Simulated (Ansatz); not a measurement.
# Yb, diamond: geometry optimisation

Method: DFT, r2SCAN, plane waves (500 eV) with PAW, scalar-relativistic (Ansatz 0.2.0). The PAW files were generated under PBE, with cores re-solved for the functional.

k-point mesh 7×7×7, Fermi-Dirac smearing 0.1 eV, no spin polarisation. Cell and atoms relax.

Starting structure:

```
Yb
1.0
     0.00000    3.81970    3.81970
     3.81970    0.00000    3.81970
     3.81970    3.81970    0.00000
Yb
2
Direct
  0.12500 0.12500 0.12500
  0.87500 0.87500 0.87500
```

**Question.** What cell does the relaxation end in?

**Answer.** Fd-3m with a = 8.609 Å; 79.77 Å³ per atom against 55.73 at the start (43.1 %).

**Question.** How much energy does the relaxation gain?

**Answer.** 108.7 meV per atom.
